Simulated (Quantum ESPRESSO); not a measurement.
TiGa3O5N, convergence and cost over cutoff and k mesh

Simulated, not a measurement. The program is pw.x of Quantum ESPRESSO 7.5 (plane-wave density functional theory). The cell is made up: 10 atoms on a corundum lattice, with randomly drawn elements, strain and displacements, not relaxed. PseudoDojo standard norm-conserving files (v0.5 for PBE, v0.4.1 for LDA and PBEsol) set the functional; there is no spin polarisation, spin-orbit coupling or dispersion term, and the masses in the input are unused placeholders.

Input of the run in row 4:

```
&control calculation='scf', pseudo_dir='./dojo.nc.sr.pbe.v0_5.standard.upf', outdir='./o', disk_io='medium', tprnfor=.true., tstress=.true. /
&system ibrav=0, nat=10, ntyp=4, nbnd=49, ecutwfc=84.00895049, nosym=.true., tot_charge=0,
 occupations='smearing', smearing='fd', degauss=0.0018374661
/
&electrons conv_thr=7.350e-09, electron_maxstep=60, /
ATOMIC_SPECIES
Ga 1.0 Ga.upf
N 1.0 N.upf
O 1.0 O.upf
Ti 1.0 Ti.upf
CELL_PARAMETERS angstrom
2.5637 1.4202 4.4648
-2.6073 1.3995 4.4958
-0.0397 -2.9854 4.5338
ATOMIC_POSITIONS angstrom
Ti 0.0513 -0.0673 4.7561
Ga -0.0218 -0.04 1.9611
Ga -0.0483 -0.068 8.7238
Ga -0.1429 -0.1388 11.4978
O -1.0188 1.3356 7.8909
O -0.8683 -1.6813 7.8595
O 1.8117 0.0935 7.7806
O 0.9625 -1.5261 5.6113
N 0.7089 1.5491 5.581
O -1.8727 -0.1874 5.6405
K_POINTS automatic
5 5 5 1 1 1
```

The same cell was run at these settings. Meshes are shifted by half a step, and differences are from the last row, which is itself not exact.

| cutoff (eV) | k mesh | k points solved | threshold (eV) | free energy less the last row's (eV) | pressure (GPa) | largest stress difference (GPa) | largest force difference (eV/Å) | iterations | wall time (s) | k-point pools | processor |
| --- | --- | --- | --- | --- | --- | --- | --- | --- | --- | --- | --- |
| 800 | 2 x 2 x 2 | 4 | 1e-04 | 3.429 | -48.40 | 50.13 | 0.061 | 11 | 34 | 1 | AMD EPYC, Zen 5 class |
| 1143 | 2 x 2 x 2 | 4 | 1e-07 | -0.005 | 1.26 | 0.29 | 0.081 | 14 | 45 | 1 | AMD EPYC, Zen 5 class |
| 701 | 5 x 5 x 5 | 63 | 1e-07 | 16.730 | -176.25 | 177.60 | 0.215 | 14 | 289 | 1 | AMD EPYC, Zen 5 class |
| 1143 | 5 x 5 x 5 | 63 | 1e-07 | 0.003 | 1.22 | 0.02 | 0.000 | 14 | 544 | 1 | AMD EPYC, Zen 5 class |
| 1437 | 7 x 7 x 7 | 172 | 1e-07 | 0.000 | 1.25 | 0.00 | 0.000 | 15 | 4412 | 1 | AMD EPYC, Zen 5 class |

Each pool is one process. Wall times include start-up and a band step at six k points, which weighs most on the coarsest meshes. The runs were on shared virtual cores whose load varied, so times are rough.